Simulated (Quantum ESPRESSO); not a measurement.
Kohn-Sham bands of KCaF3 (cubic perovskite)

```yaml
crystal:
  lattice:
    - [4.48173, 0.00000, 0.00000]
    - [0.00000, 4.48173, 0.00000]
    - [0.00000, 0.00000, 4.48173]
  atoms:
    - { symbol: K, position: [0.50000, 0.50000, 0.50000] }
    - { symbol: Ca, position: [0.00000, 0.00000, 0.00000] }
    - { symbol: F, position: [0.00000, 0.50000, 0.00000] }
    - { symbol: F, position: [0.50000, 0.00000, 0.00000] }
    - { symbol: F, position: [0.00000, 0.00000, 0.50000] }
```

Cell from Materials Project (mp-4950), symmetrised, no further relaxation. Not found in the COD (Crystallography Open Database) copy used; not checked further. Computed values, not measurements, from PBEsol: Quantum ESPRESSO (norm-conserving PseudoDojo potentials, cutoff 68 Ry, no spin polarisation, no spin-orbit coupling) on a Γ-centred 6×6×6 mesh, then Wannier90. Density: 8×8×8 mesh, cold smearing 0.01 Ry.

Energies are relative to the valence-band maximum; weights are on the orthonormalised atomic waves of the pseudopotential files, averaged over the group. 40 electrons a cell are treated as valence.

```csv
bands,from (eV),to (eV),filling,weight on atomic waves
1,-35.32,-35.30,filled,?
2,-26.52,-26.51,filled,?
3–5,-19.43,-18.91,filled,?
6–8,-16.54,-15.79,filled,?
9–11,-10.09,-10.02,filled,?
12–20,-1.74,0.00,filled,?
```

Task: Which atomic shells make up each group?

Result: 
- 1, weight on atomic waves: Ca 3s 98 %
- 2, weight on atomic waves: K 3s 99 %
- 3–5, weight on atomic waves: F 2s 88 %, Ca 3p 9 %
- 6–8, weight on atomic waves: Ca 3p 90 %, F 2s 9 %
- 9–11, weight on atomic waves: K 3p 99 %
- 12–20, weight on atomic waves: F 2p 96 %

The Kohn-Sham gap over both meshes and the path is 6.06 eV.
